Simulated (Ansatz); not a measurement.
W:
```
W
1.0
   -1.58118     1.58118     1.58118
    1.58118    -1.58118     1.58118
    1.58118     1.58118    -1.58118
W
1
Cartesian
  0.00000   0.00000   0.00000
```

Relaxed with r²SCAN+D4. Special points in fractions of this cell's reciprocal vectors: Γ (0.000, 0.000, 0.000); H (0.500, -0.500, 0.500); N (0.000, 0.000, 0.500); P (0.250, 0.250, 0.250).

Task: List the band energies nearest the Fermi level at these points for r²SCAN+D4 (plane waves, PAW; program Ansatz).

Result: In eV from the Fermi level; about four levels below and three above (degenerate sets whole), none deeper than 8.9 eV; … stands for higher levels left out; points with the same levels are listed once.

| k | below | above |
|---|---|---|
| Γ | -1.29 -1.29 -1.29 | 2.56 2.56 … |
| H | -6.03 -6.03 | 5.35 5.35 5.35 |
| N | -6.56 -3.76 | 0.56 2.41 3.46 |
| P | -3.18 -3.18 -3.18 | 3.64 3.64 7.27 |

Space group Im-3m (bcc (W type)). The r²SCAN+D4 relaxation kept the symmetry of its start. The run is not spin-polarised. The pairwise dispersion correction was not fitted to metals. Spin–orbit coupling is left out wherever it is not named.

Potentials: the later of the program's two PAW sets.
